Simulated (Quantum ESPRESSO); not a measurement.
**Band energies of HgO**

```xyz
6
Lattice="3.6537 0.0000 0.0000 -1.8269 3.1642 0.0000 0.0000 0.0000 8.8353" Properties=species:S:1:pos:R:3 pbc="T T T"
O      0.8184     1.4176     4.4177
O      2.0168     0.0000     1.4726
O     -1.0084     1.7466     7.3628
Hg     1.4037     2.4313     0.0000
Hg     0.8463     0.0000     5.8902
Hg    -0.4232     0.7329     2.9451
```

PBEsol (pw.x of Quantum ESPRESSO, ONCV potentials, with spin-orbit coupling); path ΓMKΓALHA,LM,KH; energies in eV from the valence-band maximum.

```csv
k (1/Å),point,band 78,band 79,band 80,band 81,band 82,band 83,band 84,band 85
0.00,Γ,-0.17,1.34,1.34,3.34,3.34,3.37,3.37,6.73
0.40,,-0.18,1.60,1.60,3.84,3.88,3.98,4.02,6.58
0.99,M,-0.37,3.22,3.22,3.85,3.85,3.91,3.91,4.93
1.57,K,-0.52,4.17,4.17,4.47,4.50,4.54,4.54,5.48
2.14,,-0.23,2.15,2.16,4.10,4.12,4.21,4.25,6.26
2.71,Γ,-0.17,1.34,1.34,3.34,3.34,3.37,3.37,6.73
2.71,A,-0.15,1.93,1.93,2.02,2.02,3.87,3.87,5.60
3.04,,0.00,2.24,2.25,2.30,2.32,4.80,4.81,5.39
3.54,,-0.21,3.00,3.02,3.42,3.48,4.41,4.50,5.24
3.71,L,-0.29,3.04,3.04,3.76,3.76,4.10,4.10,5.07
4.09,,-0.25,3.76,3.77,4.25,4.25,4.72,4.73,4.89
4.28,H,-0.21,4.28,4.28,4.32,4.32,4.67,4.67,5.31
4.57,,-0.33,3.40,3.42,3.86,3.86,4.81,4.88,5.28
5.00,,-0.05,2.42,2.44,2.55,2.56,5.24,5.26,5.29
5.42,A,-0.15,1.93,1.93,2.02,2.02,3.87,3.87,5.60
5.42,L,-0.29,3.04,3.04,3.76,3.76,4.10,4.10,5.07
5.78,M,-0.37,3.22,3.22,3.85,3.85,3.91,3.91,4.93
5.78,K,-0.52,4.17,4.17,4.47,4.50,4.54,4.54,5.48
6.14,H,-0.21,4.28,4.28,4.32,4.32,4.67,4.67,5.31
```

The PBEsol gap is indirect, 1.32 eV, from 33 % of the way from A to L to 83 % of the way from K to Γ; the smallest direct gap is 1.50 eV. Another valence and conduction extremum on the path lies within 0.02 eV, too close to call.

Geometry relaxed with PBE+D3(BJ).

The structure is a Materials Project entry; no match was found in the copy of COD used, and its stability was not checked.
